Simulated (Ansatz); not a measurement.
InSb (NiAs type, P6_3/mmc) under volume change, PBEsol (plane waves, PAW; program Ansatz), shape and atoms relaxed at each volume.

| V (Å³/atom) | E − E(relaxed) (meV/atom) | P (GPa) |
|---|---|---|
| 25.219 | (withheld) | (withheld) |
| 26.050 | 19.1 | 3.90 |
| 26.882 | 4.5 | 1.78 |
| 27.713 | 0.0 | 0.00 |
| 28.544 | 4.0 | -1.50 |
| 29.376 | (withheld) | (withheld) |
| 30.207 | 32.2 | -3.80 |

Task: Fill in the missing entries.

Result: 
- 29.376, E − E(relaxed) (meV/atom): 15.1
- 29.376, P (GPa): -2.75
- 25.219, E − E(relaxed) (meV/atom): 45.7
- 25.219, P (GPa): 6.41

Task: What does a third-order Birch–Murnaghan fit give for V₀, B₀ and B′?

Result: V₀ = 27.71 Å³/atom, B₀ = 54.2 GPa, B′ = 4.8.

The start of the workflow was typed in or built on a structure type; neither database checked (COD, Materials Project) lists it. It is not the phase usual at ambient conditions (space group No. 216). The cell was relaxed with PBEsol under the symmetry of its start; its stability against distortions is not shown here. Scalar-relativistic: spin–orbit coupling is off unless named, which matters more the heavier the elements.

Potentials: the earlier of the program's two PAW sets. The files were generated under PBE; for other functionals the program regenerates the frozen cores, and for LDA and PBEsol the local potential too.
